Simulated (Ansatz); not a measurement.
Simulated (Ansatz). Plane-wave DFT: natural occupations of the f shells on orthogonalised atomic orbitals at the end of the run, rising, by spin; atoms or cell relaxed as the task says.

```
cell
1.0
    -2.5611   -2.5611    5.5474
    -2.5611   -2.5611   -5.5474
     5.1222   -5.1222    0.0000
Gd Ge Mo O
4 2 2 16
Direct
  0.5000 0.0000 0.2500
  0.0000 0.5000 0.7500
  0.0000 0.0000 0.5000
  0.5000 0.5000 0.0000
  0.5000 0.0000 0.7500
  0.0000 0.5000 0.2500
  0.0000 0.0000 0.0000
  0.5000 0.5000 0.5000
  0.3754 0.0498 0.5458
  0.8754 0.5498 0.0458
  0.9502 0.6246 0.4542
  0.4502 0.1246 0.9542
  0.2122 0.3767 0.5501
  0.7122 0.8767 0.0501
  0.6233 0.7878 0.4499
  0.1233 0.2878 0.9499
  0.1323 0.9678 0.2055
  0.6323 0.4678 0.7055
  0.0322 0.8677 0.7945
  0.5322 0.3677 0.2945
  0.7913 0.1170 0.7126
  0.2913 0.6170 0.2126
  0.8830 0.2087 0.2874
  0.3830 0.7087 0.7874
```

Starting moments (μB): Gd number 1 7.5, Gd number 2 7.5, Gd number 3 -7.49, Gd number 4 -7.49; others 0.

cell charge: 0 e
spin: collinear
scf start: atoms
lower state search: off
functional: PBEsol
wave cutoff: 420 eV
k mesh: 4, 4, 2
k shift: 0, 0, 0 mesh steps
gaussian smearing: 0.02 eV
task: single point

Results:

```tsv
shell atom	shell element	shell spin	shell occupation 1 (e)	shell occupation 2 (e)	shell occupation 3 (e)	shell occupation 4 (e)	shell occupation 5 (e)	shell occupation 6 (e)	shell occupation 7 (e)
1	Gd	up	1	1	1	1	1	1	1
1	Gd	down	0.01	0.01	0.02	0.02	0.02	0.02	0.03
2	Gd	up	1	1	1	1	1	1	1
2	Gd	down	0.01	0.01	0.02	0.02	0.02	0.02	0.03
3	Gd	up	0.01	0.01	0.01	0.02	0.02	0.02	0.04
3	Gd	down	1	1	1	1	1	1	1
4	Gd	up	0.01	0.01	0.01	0.02	0.02	0.02	0.04
4	Gd	down	1	1	1	1	1	1	1
```

Caveats: Gd without a U keeps its half-filled shell, but its 4f levels lie too near the Fermi level; occupations loosely converged; open f or d shells may hold a state above the lowest.
